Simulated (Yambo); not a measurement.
CsPbBr3: sweep of GW parameters

G0W0@PBEsol for CsPbBr3 (cubic perovskite, space group Pm-3m, No. 221) in Yambo. Reference settings: 2×2×2 Γ-centred k mesh, 576 bands and a 7 Ry block in the screening, 576 bands in G with the Bruneval-Gonze terminator, plasmon pole fitted at 27.2 eV. The PBEsol gap R → R on this mesh is 0.38 eV; G0W0 gaps are taken between the same points.

```csv
change from the reference,G0W0 gap R → R (eV),shift of the valence edge (eV),rough Yambo cost
reference settings,1.25,-0.76,1
"200 bands in W, 200 bands in G",1.18,-0.44,about 1/3
"362 bands in W, 362 bands in G",1.22,-0.65,within a factor of two
200 bands in G,1.23,-0.67,–
362 bands in G,1.24,-0.73,–
256 bands in W,1.21,-0.59,within a factor of two
2 Ry block,0.93,-0.39,within a factor of two
3 Ry block,1.05,-0.52,within a factor of two
6 Ry block,1.22,-0.72,within a factor of two
pole fitted at 10 eV,1.17,-0.61,–
no random integration,1.22,-0.57,–
"200 bands in G, no terminator",1.03,-0.12,–
"362 bands in G, no terminator",1.14,-0.46,–
no terminator,1.20,-0.63,–
```

The reference isn't shown to be the converged limit. Costs are rough (shared machines), scaled to the same edge states, and given only for runs that recompute the screening.

The cell is held in this high symmetry; tilts and polar distortions were not searched.

The standard potential for Pb keeps a d shell in the valence without the s and p states of that shell. In tests on such compounds this moved G0W0 gaps by up to about 0.9 eV, so absolute quasiparticle energies here are unreliable; differences between settings are what counts.

Spin-orbit coupling is included.

Geometry of the Materials Project entry, not relaxed at this level; primitive cell a = b = c = 5.9486 Å, α = β = γ = 90.00°.

A shift is the quasiparticle energy of the state minus its PBEsol energy.
